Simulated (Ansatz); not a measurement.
With DFT-PBE in the program Ansatz with PAW potentials, Sb₂Mo in the orthorhombic phase (Cmc2_1; Mo on 4a, Sb on 4a, Sb on 4a) relaxes to a = 3.423 Å, b = 12.950 Å, c = 5.973 Å. Against the elements it lies at 0.090 eV/atom, with no fitted shifts.

Electronic character: metallic (no gap).

The start of the workflow was typed in or built on a structure type; neither database checked (COD, Materials Project) lists it. Its standing as an ambient phase is unchecked. The cell was relaxed with PBE under the symmetry of its start; its stability against distortions is not shown here. The run is not spin-polarised. The references are the lowest solids computed at this level, not always the standard phases. Spin–orbit coupling is left out wherever it is not named.

Potentials: the later of the program's two PAW sets.
